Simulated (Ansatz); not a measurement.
Starting structure of a cell relaxation (symmetry kept):

```cif
data_structure
_symmetry_space_group_name_H-M 'P 1'
_symmetry_Int_Tables_number 1
_cell_length_a 6.5675
_cell_length_b 6.5675
_cell_length_c 6.5675
_cell_angle_alpha 138.056
_cell_angle_beta 138.056
_cell_angle_gamma 60.817
_cell_volume 125.18
loop_
_atom_site_label
_atom_site_type_symbol
_atom_site_fract_x
_atom_site_fract_y
_atom_site_fract_z
_atom_site_occupancy
Sn1 Sn 0.00000 0.00000 0.00000 1
Bi1 Bi 0.50000 0.50000 0.00000 1
Bi2 Bi 0.25000 0.75000 0.50000 1
Bi3 Bi 0.75000 0.25000 0.50000 1
```

The calculation used DFT PBEsol, scalar-relativistic, plane waves, PAW in Ansatz.

Settings: cutoff 420 eV, Γ-centred mesh 12×12×12 on the computed 4-atom cell, Gaussian smearing of 0.10 eV; no spin polarisation.

Question: What does it relax to?

Answer: The volume decreases by 1.68 Å³/atom to 29.62 Å³/atom, and the energy falls by 14.6 meV/atom. Final structure:
```cif
data_structure
_symmetry_space_group_name_H-M 'P 1'
_symmetry_Int_Tables_number 1
_cell_length_a 6.3783
_cell_length_b 6.3783
_cell_length_c 6.3783
_cell_angle_alpha 137.178
_cell_angle_beta 137.178
_cell_angle_gamma 62.164
_cell_volume 118.46
loop_
_atom_site_label
_atom_site_type_symbol
_atom_site_fract_x
_atom_site_fract_y
_atom_site_fract_z
_atom_site_occupancy
Sn1 Sn 0.00000 0.00000 0.00000 1
Bi1 Bi 0.50000 0.50000 0.00000 1
Bi2 Bi 0.25000 0.75000 0.50000 1
Bi3 Bi 0.75000 0.25000 0.50000 1
```

Spin–orbit coupling is left out, which can shift energies with elements as heavy as these.